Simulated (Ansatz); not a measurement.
KTaO3:
```cif
data_KO3Ta
_chemical_formula_sum 'K1 Ta1 O3'
_space_group_name_H-M_alt 'P 1'
_space_group_IT_number 1
_cell_length_a 3.98932
_cell_length_b 3.98932
_cell_length_c 3.98932
_cell_angle_alpha 90.000
_cell_angle_beta 90.000
_cell_angle_gamma 90.000
loop_
_space_group_symop_operation_xyz
  'x, y, z'
loop_
_atom_site_label
_atom_site_type_symbol
_atom_site_fract_x
_atom_site_fract_y
_atom_site_fract_z
_atom_site_occupancy
K1 K 0.50000 0.50000 0.50000 1
Ta1 Ta 0.00000 0.00000 0.00000 1
O1 O 0.00000 0.50000 0.00000 1
O2 O 0.50000 0.00000 0.00000 1
O3 O 0.00000 0.00000 0.50000 1
```

Relaxed with r²SCAN.

### Question
Decompose the optical modes at the zone centre into irreducible representations, and say which are infrared and Raman allowed.

### Answer
Point group m-3m: Γ_opt = 3T1u + T2u. Infrared: T1u. Raman: none.

### Question
Assign frequencies (DFPT, r²SCAN in the plane-wave PAW code Ansatz; without the LO–TO term).

### Answer
T1u 33, T1u 192, T2u 273, T1u 532 cm⁻¹.

Space group Pm-3m (cubic perovskite). Symmetry was held in the r²SCAN relaxation; phonons on a q-mesh show no instability. No spin polarisation was allowed. Spin–orbit coupling is left out wherever it is not named.

Potentials: the earlier of the program's two PAW sets.
